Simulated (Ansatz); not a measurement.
System: As₂O (cadmium iodide prototype, strained and with displaced atoms), 3 atoms in the cell.

```yaml
crystal:
  lattice:
    - [3.04570, -0.01452, -0.01861]
    - [-1.53542, 2.57209, 0.01697]
    - [-0.03039, 0.01445, 4.58862]
  atoms:
    - { symbol: O, position: [0.94408, 0.75650, 0.09446] }
    - { symbol: As, position: [0.26535, 0.43847, 0.33234] }
    - { symbol: As, position: [0.58964, 0.07327, 0.75573] }
```
Lattice in Å, positions in fractions of it.

Code and potentials: Ansatz all-electron LAPW. Settings of the plain PBE run: k-mesh 3×3×1 Γ-centred; Fermi–Dirac smearing of 0.15 eV; no spin polarisation.

Plain PBE gives:

```yaml
Pressure: 47.39 GPa
```

```json
{"atom": "O1", "Fx (eV/Å)": "0.731", "Fy (eV/Å)": "-0.435", "Fz (eV/Å)": "0.035"}
{"atom": "As2", "Fx (eV/Å)": "-0.702", "Fy (eV/Å)": "0.330", "Fz (eV/Å)": "-0.529"}
{"atom": "As3", "Fx (eV/Å)": "-0.028", "Fy (eV/Å)": "0.105", "Fz (eV/Å)": "0.493"}
```

Problem. What changes under PBE with spin–orbit coupling?

Solution. The pressure stays at 47.39 GPa; the forces move by 25 meV/Å (rms):

| atom | Fx (eV/Å) | Fy (eV/Å) | Fz (eV/Å) |
| --- | --- | --- | --- |
| O1 | 0.723 | -0.431 | 0.027 |
| As2 | -0.696 | 0.327 | -0.496 |
| As3 | -0.027 | 0.104 | 0.468 |

The k-mesh is coarse, so these values belong to this mesh and can lie far from the converged ones. The elements were drawn onto a prototype; most such cells aren't known phases.
